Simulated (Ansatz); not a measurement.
Computed with DFT PBE, scalar-relativistic, plane waves, PAW (Ansatz). Settings: cutoff 420 eV, Γ-centred meshes spaced at most about 0.3 Å⁻¹, and about 0.25 Å⁻¹ or finer for metals (2π included), Gaussian smearing. No spin polarisation in the final relaxations.

These are static total energies at zero pressure.

Two relaxed structures of Zr2Ti3C5:

1.

```cif
data_structure
_symmetry_space_group_name_H-M 'R-3m:H'
_symmetry_Int_Tables_number 166
_cell_length_a 3.1838
_cell_length_b 3.1838
_cell_length_c 38.7604
_cell_angle_alpha 90.000
_cell_angle_beta 90.000
_cell_angle_gamma 120.000
_cell_volume 340.26
loop_
_atom_site_label
_atom_site_type_symbol
_atom_site_symmetry_multiplicity
_atom_site_Wyckoff_symbol
_atom_site_fract_x
_atom_site_fract_y
_atom_site_fract_z
_atom_site_occupancy
Zr1 Zr 6 c 0.33333 0.66667 0.86925 1
Ti1 Ti 6 c 0.66667 0.33333 0.72986 1
Ti2 Ti 3 a 0.00000 0.00000 0.00000 1
C1 C 6 c 0.00000 0.00000 0.69827 1
C2 C 6 c 0.00000 0.00000 0.90521 1
C3 C 3 b 0.66667 0.33333 0.83333 1
```

2.

```cif
data_structure
_symmetry_space_group_name_H-M 'Immm'
_symmetry_Int_Tables_number 71
_cell_length_a 3.1745
_cell_length_b 4.5165
_cell_length_c 15.8701
_cell_angle_alpha 90.000
_cell_angle_beta 90.000
_cell_angle_gamma 90.000
_cell_volume 227.53
loop_
_atom_site_label
_atom_site_type_symbol
_atom_site_symmetry_multiplicity
_atom_site_Wyckoff_symbol
_atom_site_fract_x
_atom_site_fract_y
_atom_site_fract_z
_atom_site_occupancy
Zr1 Zr 4 i 0.50000 0.50000 0.69719 1
Ti1 Ti 4 i 0.50000 0.50000 0.90422 1
Ti2 Ti 2 a 0.00000 0.00000 0.00000 1
C1 C 4 j 0.50000 0.00000 0.90628 1
C2 C 2 d 0.00000 0.50000 0.00000 1
C3 C 4 j 0.50000 0.00000 0.69422 1
```

Question: Which would you expect to be lower, and how large is the difference?

Answer: Cell 1 is lower, by 7 meV/atom. Cell 1 has Zr and Ti ordered on rock salt sites, space group R-3m (No. 166), 11.3 Å³/atom and no gap on its mesh; cell 2 has Zr and Ti ordered on rock salt sites, space group Immm (No. 71), 11.4 Å³/atom and no gap. Counting C atoms around Ti and Zr (those within 1.25 times the shortest such distance or 1.15 times the sum of covalent radii, 1.27 where that leaves under three), cell 1 and cell 2 both have Zr 6, Ti 6. Both come from invented guesses.

For metals, differences of a few meV/atom aren't resolved. With atoms moved at random, R-3m came back. Other cells relaxed within their symmetry can be saddle points.
